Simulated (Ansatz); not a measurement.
NbCd3: the relaxed cell by functional

The starting cell is an entry of the Crystallography Open Database (1966):

```yaml
crystal:
  lattice:
    - [4.21500, 0.00000, 0.00000]
    - [0.00000, 4.21500, 0.00000]
    - [0.00000, 0.00000, 4.21500]
  atoms:
    - { symbol: Nb, position: [0.00000, 0.00000, 0.00000] }
    - { symbol: Cd, position: [0.00000, 0.50000, 0.50000] }
    - { symbol: Cd, position: [0.50000, 0.00000, 0.50000] }
    - { symbol: Cd, position: [0.50000, 0.50000, 0.00000] }
```

Atoms and cell were relaxed at zero pressure with plane-wave PAW DFT (Ansatz 0.2.0; one set of PAW datasets, made under PBE, for all functionals; 420 eV, r2SCAN 500 eV; 8×8×8 Γ-centred mesh, fermi-dirac occupations of width 0.100 eV; no spin polarisation, no spin-orbit coupling, no dispersion correction), keeping the symmetry (Pm-3m, No. 221).

Four functionals were used, LDA, PBEsol, PBE and r2SCAN. Their relaxed conventional cells, unnamed:

```json
{"run": "A", "a (Å)": "4.309", "volume (Å³/atom)": "20.00"}
{"run": "B", "a (Å)": "4.274", "volume (Å³/atom)": "19.52"}
{"run": "C", "a (Å)": "4.232", "volume (Å³/atom)": "18.95"}
{"run": "D", "a (Å)": "4.185", "volume (Å³/atom)": "18.33"}
```

Question: Which run is LDA's and which PBE's?

Answer: D is LDA, which overbinds and gives the smallest cell, and A is PBE, as a rule the largest. Of the two between, C is PBEsol and B is r2SCAN, an order that varies from crystal to crystal. Formation energies in eV an atom: LDA 0.071, PBEsol 0.095, PBE 0.135, r2SCAN 0.106.

Caveats: each relaxation keeps the start's symmetry, so a distorted cell may lie lower; computed cells are at 0 K with fixed nuclei; the relaxed cell lies far from the entry, by an error of the functional or of the entry; all formation energies are positive, so the entry may not be the true structure of this compound; formation energies are at zero smearing against the elements' usual phases under the same functional, gases as free molecules, uncorrected.
